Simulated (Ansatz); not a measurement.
Moving the functional in Hf2Pd2Se2Br2O3

Space group Cm (No. 8). a = 15.354 Å, b = 3.419 Å, c = 13.208 Å, α = 90.00°, β = 107.63°, γ = 90.00°
```csv
atom,site,symmetry,x,y,z
Hf,2a,m,0.0549,0.0000,0.9386
Hf,2a,m,0.3937,0.0000,0.7169
Pd,2a,m,0.3208,0.5000,0.4904
Pd,2a,m,0.1771,0.5000,0.2569
Se,2a,m,0.0777,0.0000,0.1543
Se,2a,m,0.2101,0.0000,0.4120
Br,2a,m,0.4135,0.0000,0.9548
Br,2a,m,0.2540,0.5000,0.7135
O,2a,m,0.4030,0.0000,0.5787
O,2a,m,0.1145,0.5000,0.9270
O,2a,m,0.4691,0.5000,0.7783
```

The cell comes from a database or a generator and needn't be the stable form of this composition.

Kept alike: task single point; k mesh 4 × 4 × 1; occupations fermi-dirac, width 0.05 eV; no spin polarisation. Program: Ansatz, Ansatz PAW. Cutoffs run from 420 to 500 eV. The mesh is that of the run's cell of 11 atoms. No spin-orbit coupling.

| functional | band gap (eV) | pressure (GPa) |
| --- | --- | --- |
| B3LYP | 2.161 | 0.74 |
| HSE03 | 1.611 | -1.52 |
| HSE06 | 1.784 | -1.63 |
| PBE0 | 2.464 | -1.62 |
| r2SCAN0 | 2.608 | -2.42 |
| r2SCANh | 1.672 | -1.85 |

The k mesh is coarse, so the values aren't converged. Pressure is positive in compression, with a Pulay correction for the finite cutoff. Spin-orbit coupling, left out here, moves the band edges of heavy atoms and can close or invert small gaps. A gap read on the mesh alone can miss an edge between its points. All rows use potentials made for PBE.

Question: What does the functional change here?

Answer: The band gap runs from 1.611 (HSE03) to 2.608 eV (r2SCAN0). The pressure runs from -2.42 (r2SCAN0) to 0.74 GPa (B3LYP).
